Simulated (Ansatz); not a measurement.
BP:
```yaml
crystal:
  lattice:
    - [3.25972, 0.00000, 0.00000]
    - [-1.62986, 2.82300, 0.00000]
    - [0.00000, 0.00000, 6.94023]
  atoms:
    - { symbol: B, position: [0.00000, 0.50000, 0.33333] }
    - { symbol: B, position: [0.50000, 0.50000, 0.66667] }
    - { symbol: B, position: [0.50000, 0.00000, 0.00000] }
    - { symbol: P, position: [0.00000, 0.50000, 0.83333] }
    - { symbol: P, position: [0.50000, 0.50000, 0.16667] }
    - { symbol: P, position: [0.50000, 0.00000, 0.50000] }
```

Relaxed with PBEsol. Plane-wave PAW PBEsol (Ansatz code) gives no gap.

Question: What gap does HSE06 give on the same cell (Ansatz, PAW)?

Answer: 0.54 eV. The hybrid was solved on a coarser mesh and at special points; the gap given is the minimum over both. On such a mesh it can open a false gap in a semimetal.

```csv
k,v1 PBEsol,c1 PBEsol,v1 HSE06,c1 HSE06
Γ,0.00,2.28,[?],[?]
A,-0.78,2.03,[?],[?]
K,-2.60,1.40,[?],[?]
H,-3.01,2.96,-3.22,3.81
M,-2.62,-0.13,-2.90,0.54
L,-3.23,1.82,[?],[?]
```

Question: Top valence (v1) and lowest conduction level (c1) in eV from each method's valence maximum (which need not be a listed point): supply the withheld HSE06 values.

Answer: 
- Γ, v1 HSE06: 0.00
- Γ, c1 HSE06: 3.08
- K, v1 HSE06: -2.84
- K, c1 HSE06: 2.18
- L, v1 HSE06: -3.47
- L, c1 HSE06: 2.59
- A, v1 HSE06: -0.86
- A, c1 HSE06: 2.87

Cost on shared cores: the PBEsol run (SCF on a 14×14×6 mesh, then bands and DOS) about 40 core-seconds (a rough figure), the HSE06 run (SCF on 6×6×3, then a few points) around 60 core-seconds (rough); the tasks are unlike.

Space group P6_422. The start of the workflow was typed in or built on a structure type; neither database checked (COD, Materials Project) lists it. It is not the phase usual at ambient conditions (space group No. 216). The cell was relaxed with PBEsol under the symmetry of its start; its stability against distortions is not shown here.

Potentials: the earlier of the program's two PAW sets. The files were generated under PBE; for other functionals the program regenerates the frozen cores, and for LDA and PBEsol the local potential too.
